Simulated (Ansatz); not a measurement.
Relaxing CuH$_{2}$ in the CdI2 type

First guess:

```yaml
crystal:
  lattice:
    - [2.88784, 0.00000, 0.00000]
    - [-1.44392, 2.50094, 0.00000]
    - [0.00000, 0.00000, 4.62054]
  atoms:
    - { symbol: Cu, position: [0.00000, 0.00000, 0.00000] }
    - { symbol: H, position: [0.33333, 0.66667, 0.25000] }
    - { symbol: H, position: [0.66667, 0.33333, 0.75000] }
```

All numbers below come from DFT, PBE, PAW with Ansatz's default frozen-core files, scalar-relativistic in Ansatz 0.2.0.

Cell and atoms relax within the symmetry of the start on a 14×14×8 k mesh with 0.05 eV Fermi–Dirac smearing.

The start is built from a prototype, known or not as a phase of this compound; the cutoff is 420 eV.

Question: What is the pressure of the first guess?

Answer: -18.01 GPa.

Question: What does it relax to?

Answer: a = 2.558 Å, b = 2.558 Å, c = 4.873 Å, α = 90.00°, β = 90.00°, γ = 120.00° (conventional cell), 9.20 Å³ per atom:
Space group P-3m1 (No. 164). a = 2.558 Å, b = 2.558 Å, c = 4.873 Å, α = 90.00°, β = 90.00°, γ = 120.00°
```
atom  site  symmetry       x       y       z
  Cu    1a      -3m.  0.0000  0.0000  0.0000
   H    2d       3m.  0.3333  0.6667  0.1996
```

Question: How much energy does the relaxation release?

Answer: 292 meV/atom.
